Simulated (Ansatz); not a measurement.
Input:

CaSiAu:
```yaml
crystal:
  lattice:
    - [4.24372, 0.00000, 0.00000]
    - [-2.12186, 3.67517, 0.00000]
    - [0.00000, 0.00000, 4.21028]
  atoms:
    - { symbol: Ca, position: [0.00000, 0.00000, 0.00000] }
    - { symbol: Si, position: [0.66667, 0.33333, 0.50000] }
    - { symbol: Au, position: [0.33333, 0.66667, 0.50000] }
```

This is the r²SCAN-relaxed structure.

Q: All from plane-wave PAW r²SCAN (Ansatz code), unless another level is named. Estimate the electronic character.

A: metallic (no gap).

Q: Give the formation energy from the elements (no fitted shifts).

A: -0.71 eV/atom.

Q: Next, the density of states at the Fermi level?

A: 0.40 states/eV per atom (mean over ±0.08 eV).

Space group P-6m2. The workflow started from a Materials Project entry (that database holds measured and hypothetical structures alike); the Crystallography Open Database copy checked does not list it. With Si and Au taken as one species the cell has the higher symmetry P6/mmm, so it may be an ordered model of a mixed-site phase. Whether it is the stable phase at ambient conditions was not checked. The r²SCAN relaxation kept the symmetry of its start; whether a distortion lowers the energy is not shown. The references are the lowest solids computed at this level, not always the standard phases. Scalar-relativistic: spin–orbit coupling is off unless named, which matters more the heavier the elements.

Potentials: the later of the program's two PAW sets.
